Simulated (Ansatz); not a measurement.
Data:

Y$_{12}$InNi$_{6}$:
```xyz
19
Lattice="-4.8663 4.8663 4.8663 4.8663 -4.8663 4.8663 4.8663 4.8663 -4.8663" Properties=species:S:1:pos:R:3 pbc="T T T"
Y      1.9127     3.0335     4.8663
Y      2.9536     1.8328     0.0000
Y      6.7789     1.8328     0.0000
Y     -1.9127     3.0335     4.8663
Y      4.8663     1.9127     3.0335
Y      0.0000     2.9536     1.8328
Y      0.0000     6.7789     1.8328
Y      4.8663    -1.9127     3.0335
Y      3.0335     4.8663     1.9127
Y      1.8328     0.0000     2.9536
Y      1.8328     0.0000     6.7789
Y      3.0335     4.8663    -1.9127
In     0.0000     0.0000     0.0000
Ni     0.0000     4.8663     3.6981
Ni     4.8663     0.0000     1.1681
Ni     3.6981     0.0000     4.8663
Ni     1.1681     4.8663     0.0000
Ni     4.8663     3.6981     0.0000
Ni     0.0000     1.1681     4.8663
```
The run is spin-polarised; directions of the spins, atom by atom: 0 0 0 0 0 0 0 0 0 0 0 0 0 0 0 0 0 0 0.

This is the r²SCAN-relaxed structure.

All from the program Ansatz at the r²SCAN level (PAW), unless another level is named. Give the formation energy from the elements (no fitted shifts).

-36 kJ/mol-atom.

Predict the density of states at the Fermi level.

0.91 states/eV per atom (mean over ±0.08 eV).

Space group Im-3. The first step of the workflow began from a Materials Project structure, measured or hypothetical; the Crystallography Open Database copy checked does not list it. Its standing as an ambient phase is unchecked. Symmetry was held in the r²SCAN relaxation; whether a distortion lowers the energy is not shown. Magnetic state: ferromagnetic, the only order run, not a proven ground state. Other orbital occupations within this spin state were not tried. The references are the lowest solids computed at this level, not always the standard phases. Spin–orbit coupling is left out wherever it is not named.

Potentials: the later of the program's two PAW sets.
